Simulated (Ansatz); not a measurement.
Input:

InHg:
Space group R-3m, hexagonal axes (No. 166); a = 3.5971 Å, b = 3.5971 Å, c = 13.1219 Å, α = 90.00°, β = 90.00°, γ = 120.00°

| atom | site | symmetry | x | y | z |
|---|---|---|---|---|---|
| In | 3b | -3m | 0.0000 | 0.0000 | 0.5000 |
| Hg | 3a | -3m | 0.0000 | 0.0000 | 0.0000 |
(The calculation used a cell of 2 atoms; values per cell refer to that cell.)

This is the PBEsol-relaxed structure.

### Question
All from DFT-PBEsol in the program Ansatz with PAW potentials, unless another level is named. Predict the density of states at the Fermi level.

### Answer
0.40 states/eV per atom (mean over ±0.08 eV).

### Question
What about the formation energy from the elements (no fitted shifts)?

### Answer
-0.036 eV/atom.

### Question
Predict the gap with spin–orbit coupling.

### Answer
none (metallic).

The workflow started from an entry of the Crystallography Open Database (COD). Whether it is the stable phase at ambient conditions was not checked. The PBEsol relaxation kept the symmetry of its start; whether a distortion lowers the energy is not shown. Axis ratios of metals converge slowly with the k-mesh, so a and c are less sure than the volume. The references are the lowest solids computed at this level, not always the standard phases. Spin–orbit coupling is left out wherever it is not named.

Potentials: the later of the program's two PAW sets.
